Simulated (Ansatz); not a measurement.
GePdS3:
```cif
data_Ge4Pd4S12
_chemical_formula_sum 'Ge4 Pd4 S12'
_space_group_name_H-M_alt 'C2/m'
_space_group_IT_number 12
_space_group_name_Hall '-C 2y'
_cell_length_a 14.29401
_cell_length_b 3.46355
_cell_length_c 9.13858
_cell_angle_alpha 90.000
_cell_angle_beta 106.880
_cell_angle_gamma 90.000
loop_
_atom_site_label
_atom_site_type_symbol
_atom_site_symmetry_multiplicity
_atom_site_Wyckoff_symbol
_atom_site_fract_x
_atom_site_fract_y
_atom_site_fract_z
_atom_site_occupancy
Ge1 Ge 4 i 0.08537 0.00000 0.30674 1
Pd1 Pd 4 i 0.38665 0.00000 0.02796 1
S1 S 4 i 0.37136 0.00000 0.53451 1
S2 S 4 i 0.17633 0.00000 0.14483 1
S3 S 4 i 0.07694 0.00000 0.79307 1
```
(The calculation used a cell of 10 atoms; values per cell refer to that cell.)

Relaxed with r²SCAN+D4.

Question: Which orbitals make up the states near the band edges in DFT-r²SCAN+D4 in the program Ansatz with PAW potentials?

Answer: Top 1 eV of the valence band: S 3p 59 %, Pd 4d 37 %. Bottom 1 eV of the conduction band: S 3p 52 %, Pd 4d 31 %, S 3s 5 %. Projections are on Löwdin-orthogonalised atomic valence shells; empty p or d shells of many metals are not among them.

Question: Tabulate the density of states.

Answer: States/eV per cell of 10 atoms, in 0.25 eV bins, energy from the valence-band maximum.

```tsv
E (eV)	total	S 3p	Pd 4d	Ge 4p
-7.85	3.03	1.27	0.15	0.10
-7.60	2.35	0.95	0.16	0.08
-7.35	1.15	0.41	0.08	0.03
-7.10	2.19	0.80	0.14	0.09
-6.85	0.36	0.13	0.02	0.02
-6.60	0.00	0.00	0.00	0.00
-6.35	0.00	0.00	0.00	0.00
-6.10	1.30	0.77	0.30	0.19
-5.85	1.69	1.03	0.37	0.24
-5.60	3.13	2.01	0.52	0.42
-5.35	3.10	1.97	0.53	0.47
-5.10	13.64	6.98	4.60	1.74
-4.85	9.55	5.05	3.06	1.05
-4.60	6.85	3.91	1.85	0.74
-4.35	6.67	3.86	1.39	1.02
-4.10	4.73	2.91	0.96	0.56
-3.85	6.44	4.03	1.57	0.43
-3.60	7.55	4.76	1.79	0.57
-3.35	8.34	5.00	2.27	0.57
-3.10	12.80	7.47	3.57	1.05
-2.85	6.56	3.85	1.86	0.54
-2.60	4.03	2.10	1.56	0.22
-2.35	6.65	3.67	2.47	0.22
-2.10	7.10	3.36	3.38	0.13
-1.85	17.82	5.37	11.55	0.35
-1.60	12.35	4.18	7.14	0.41
-1.35	12.42	6.12	5.48	0.25
-1.10	8.98	5.24	3.26	0.15
-0.85	12.04	8.02	3.57	0.11
-0.60	7.91	4.81	2.81	0.07
-0.35	8.71	4.31	3.98	0.11
-0.10	1.66	0.83	0.74	0.01
0.15	0.00	0.00	0.00	0.00
0.40	0.00	0.00	0.00	0.00
0.65	0.00	0.00	0.00	0.00
0.90	0.00	0.00	0.00	0.00
1.15	0.00	0.00	0.00	0.00
1.40	0.13	0.06	0.05	0.01
1.65	2.83	1.51	0.95	0.12
1.90	8.03	4.12	2.67	0.29
2.15	3.87	2.06	1.10	0.16
2.40	3.52	1.81	0.48	0.17
2.65	2.43	1.17	0.19	0.15
2.90	2.73	1.22	0.08	0.23
3.15	4.59	2.37	0.10	0.23
3.40	2.90	1.47	0.05	0.19
3.65	2.89	1.08	0.05	0.59
3.90	2.15	0.52	0.04	0.80
4.15	2.12	0.56	0.04	0.81
4.40	2.46	0.69	0.05	0.99
4.65	3.90	1.01	0.07	1.70
4.90	6.34	1.59	0.10	2.66
5.15	5.04	0.88	0.07	1.57
5.40	6.02	0.93	0.05	1.55
5.65	4.64	0.91	0.04	1.64
5.90	6.41	1.43	0.06	2.67
6.15	5.61	1.24	0.06	2.20
```

The workflow started from a Materials Project entry (that database holds measured and hypothetical structures alike); the Crystallography Open Database copy checked does not list it. Whether it is the stable phase at ambient conditions was not checked. The r²SCAN+D4 relaxation kept the symmetry of its start; its stability against distortions is not shown here. The run is not spin-polarised. Scalar-relativistic: spin–orbit coupling is off unless named, which matters more the heavier the elements.

Potentials: the later of the program's two PAW sets.
